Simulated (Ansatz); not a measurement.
Input:

LiBr:
Space group Fm-3m (No. 225); a = 5.3099 Å, b = 5.3099 Å, c = 5.3099 Å, α = 90.00°, β = 90.00°, γ = 90.00°

```json
[
 {"atom": "Li", "site": "4a", "symmetry": "m-3m", "x": "0.0000", "y": "0.0000", "z": "0.0000"},
 {"atom": "Br", "site": "4b", "symmetry": "m-3m", "x": "0.5000", "y": "0.5000", "z": "0.5000"}
]
```
(The calculation used a cell of 2 atoms; values per cell refer to that cell.)

This is the LDA-relaxed structure.

Task: All from plane-wave PAW LDA (Ansatz code), unless another level is named. Give the hole effective mass.

Result: 0.41, 1.5, 9.0 mₑ (principal values).

Task: Predict the electron effective mass.

Result: 0.34 mₑ (isotropic).

Task: Predict the weight of the conduction-edge state by species (Voronoi cells).

Result: Li 57 %, Br 43 %.

Task: What about the valence-band maximum?

Result: on the K–Γ line, 78 % of the way from K.

Symmetry was held in the LDA relaxation; phonons on a q-mesh show no instability. Scalar-relativistic: spin–orbit coupling is off unless named, which matters more the heavier the elements.

Potentials: the later of the program's two PAW sets.

Edges and masses are those of Kohn–Sham bands, whose gap is no quasiparticle gap.
